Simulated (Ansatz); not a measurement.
Ta5Ge3:
```yaml
crystal:
  lattice:
    - [-5.05308, 5.05308, 2.57976]
    - [5.05308, -5.05308, 2.57976]
    - [5.05308, 5.05308, -2.57976]
  atoms:
    - { symbol: Ta, position: [0.07463, 0.22314, 0.29778] }
    - { symbol: Ta, position: [0.92537, 0.77686, 0.70222] }
    - { symbol: Ta, position: [0.22314, 0.92537, 0.14851] }
    - { symbol: Ta, position: [0.77686, 0.07463, 0.85149] }
    - { symbol: Ta, position: [0.42537, 0.72314, 0.14851] }
    - { symbol: Ta, position: [0.57463, 0.27686, 0.85149] }
    - { symbol: Ta, position: [0.27686, 0.42537, 0.70222] }
    - { symbol: Ta, position: [0.72314, 0.57463, 0.29778] }
    - { symbol: Ta, position: [0.75000, 0.25000, 0.50000] }
    - { symbol: Ta, position: [0.25000, 0.75000, 0.50000] }
    - { symbol: Ge, position: [0.16664, 0.66664, 0.83328] }
    - { symbol: Ge, position: [0.83336, 0.33336, 0.16672] }
    - { symbol: Ge, position: [0.66664, 0.83336, 0.50000] }
    - { symbol: Ge, position: [0.33336, 0.16664, 0.50000] }
    - { symbol: Ge, position: [0.25000, 0.25000, 0.00000] }
    - { symbol: Ge, position: [0.75000, 0.75000, 0.00000] }
```

Relaxed with r²SCAN. Special points in fractions of this cell's reciprocal vectors: Γ (0.000, 0.000, 0.000); X (0.000, 0.000, 0.500); M (-0.500, 0.500, 0.500); Z (0.315, 0.315, -0.315); Z0 (-0.315, 0.685, 0.315); P (0.250, 0.250, 0.250); N (0.000, 0.500, 0.000).

Question: List the band energies nearest the Fermi level at these points for the program Ansatz at the r²SCAN level (PAW).

Answer: In eV from the Fermi level; about four levels below and three above (degenerate sets whole), none deeper than 8.9 eV; points with the same levels are listed once.

```csv
k,below,above
Γ,-0.74 -0.70 -0.23 -0.23,0.49 0.90 0.90
X,-0.96 -0.66 -0.23 -0.12,0.50 0.79 0.85
M,-0.95 -0.82 -0.59 -0.40,0.02 0.02 0.13
Z,-0.64 -0.62 -0.62 -0.15,0.94 0.94 1.10
P,-0.29 -0.29 -0.21 -0.21,0.29 0.29 0.37 0.37
N,-0.70 -0.70 -0.03 -0.03,0.16 0.16 0.38 0.38
```

Space group I4/mcm. The workflow started from a Materials Project entry (that database holds measured and hypothetical structures alike); the Crystallography Open Database copy checked does not list it. Its standing as an ambient phase is unchecked. The r²SCAN relaxation kept the symmetry of its start; its stability against distortions is not shown here. The run is not spin-polarised. Spin–orbit coupling is left out wherever it is not named.

Potentials: the later of the program's two PAW sets.
